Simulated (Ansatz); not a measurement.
Sn (beta-Sn type, space group I4_1/amd)

```
Sn
1.0
   -2.97355     2.97355     1.60610
    2.97355    -2.97355     1.60610
    2.97355     2.97355    -1.60610
Sn
2
Direct
  0.75000   0.25000   0.50000
  0.00000   0.00000   0.00000
```

Grid over V/V₀ and (c/a)/(c/a)₀, subscript 0 meaning the relaxed cell; the conventional c axis lies along z; no internal relaxation.

These are PBE (plane waves to 420 eV, PAW, scalar-relativistic; Ansatz, a first-principles code) values and carry that method's errors. k mesh 16×16×16 (Γ-centred), Fermi-Dirac smearing 0.05 eV. Energies are smeared free energies. With partly filled bands, the response to shear is sensitive to the k mesh, so small differences along c/a are uncertain. Sn was relaxed with its symmetry unable to fall. The PAW data are Ansatz's earlier set. ΔE is measured from the relaxed starting cell.

**Question.** Predict the ΔE (kJ/mol of atoms) at all points of the grid V/V₀ = 0.960, 0.980, 1.000, 1.020, 1.040 by (c/a)/(c/a)₀ = 0.960, 0.980, 1.000, 1.020, 1.040.

**Answer.** ΔE (kJ/mol of atoms), with V/V₀ across and (c/a)/(c/a)₀ down:

```csv
(c/a)/(c/a)₀ \ V/V₀,0.960,0.980,1.000,1.020,1.040
0.960,1.4,0.9,0.7,0.8,1.2
0.980,0.9,0.3,0.2,0.3,0.7
1.000,0.7,0.2,0.0,0.2,0.6
1.020,0.9,0.3,0.1,0.3,0.7
1.040,1.3,0.7,0.5,0.6,1.0
```

(Under strain, the slope of the energy per volume gives the stress and its curvature an elastic modulus.)
